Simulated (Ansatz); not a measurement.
ZnCu$_{2}$SnS$_{4}$ (kesterite type, space group I-4)

```
CELL_PARAMETERS angstrom
     -2.73416     2.73416     5.46742
      2.73416    -2.73416     5.46742
      2.73416     2.73416    -5.46742
ATOMIC_POSITIONS crystal
  Cu 0.00000 0.00000 0.00000
  Cu 0.75000 0.25000 0.50000
  Zn 0.25000 0.75000 0.50000
  Sn 0.50000 0.50000 0.00000
  S  0.63688 0.62894 0.52462
  S  0.10432 0.11226 0.47538
  S  0.37106 0.89568 0.00794
  S  0.88774 0.36312 0.99206
```

This relaxed cell (volume V₀) is scaled evenly in all directions, its shape held. The atoms relax within the cell's symmetry.

Level of theory: PBE (plane waves to 420 eV, PAW, scalar-relativistic; Ansatz, a first-principles code). k mesh 9×9×9 (Γ-centred), Fermi-Dirac smearing 0.05 eV. E stands for the smeared free energy. Compression counts positive. With the shape held, the modulus is that of even scaling; a crystal free to change shape is softer. At this level the bands of ZnCu2SnS4 touch or barely overlap; measurements give the solid a gap. ZnCu2SnS4 is run without spin polarisation. ZnCu2SnS4 was relaxed with its symmetry unable to fall. ΔE is measured from the relaxed starting cell. The last digit holds for this mesh only.

```tsv
V (Å³/atom)	ΔE (meV/atom)
18.393	53.1
18.904	withheld
19.414	11.9
19.925	2.8
20.436	0.0
20.947	2.6
21.458	9.9
21.969	21.2
22.480	36.0
```

Question: Fit a third-order Birch-Murnaghan form (E₀, V₀, B₀, B₀′ free) to the given rows and predict ΔE at V = 18.904.

Answer: Least squares on the 8 given rows: ΔE = E₀ + (9V₀B₀/16)·y²·[2 + (B₀′ − 4)y], y = (V₀/V)^(2/3) − 1, with V₀ = 20.433 Å³/atom, B₀ = 67.90 GPa (160.2 GPa = 1 eV/Å³; the term in eV is multiplied by 1000), B₀′ = 4.92, E₀ = -0.01 meV/atom; root-mean-square residual 0.01 meV/atom. At 18.904 the fit gives 28.3 meV/atom; the calculation gives 28.3 meV/atom, the same to the digits shown. For the pressure the fit gives 6.4 GPa against the computed 6.4 GPa.

(A scan under strain: stresses follow from slopes of the energy per volume, elastic moduli from its curvatures.)
